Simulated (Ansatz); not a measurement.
GeS₂:
```yaml
crystal:
  lattice:
    - [1.72291, 0.99472, 7.13938]
    - [-1.72291, 0.99472, 7.13938]
    - [0.00000, -1.98945, 7.13938]
  atoms:
    - { symbol: Ge, position: [0.00000, 0.00000, 0.00000] }
    - { symbol: S, position: [0.26815, 0.26815, 0.26815] }
    - { symbol: S, position: [0.73185, 0.73185, 0.73185] }
```

This is the PBE-relaxed structure. x, y and z are the axes in which the lattice vectors are written.

Q: All from plane-wave PAW PBE (Ansatz code), unless another level is named. Give the formation energy from the elements (no fitted shifts).

A: -0.20 eV/atom.

Q: What about the band gap?

A: 0.67 eV (indirect).

Q: Next, the conduction-band minimum?

A: at F (3 equivalent valleys).

Q: Predict the valence-band maximum.

A: off the standard path, at k = (0.276, 0.417, 0.417).

Q: Predict the weight of the valence-edge state by species (Voronoi cells).

A: S 91 %, Ge 9 %.

Space group R-3m. The cell is a constructed one: a structure type filled with these elements; neither database checked (COD, Materials Project) lists it. COD files the formula under space group No. 14, 43, 82, 122, 217, so this cell is another polymorph or a model. Its standing as an ambient phase is unchecked. The cell was relaxed with PBE under the symmetry of its start; its stability against distortions is not shown here. A crystal of weakly bound layers computed without a dispersion correction: the cell and the soft elastic constants depend strongly on that. The references are the lowest solids computed at this level, not always the standard phases. Spin–orbit coupling is left out wherever it is not named.

Potentials: the later of the program's two PAW sets.
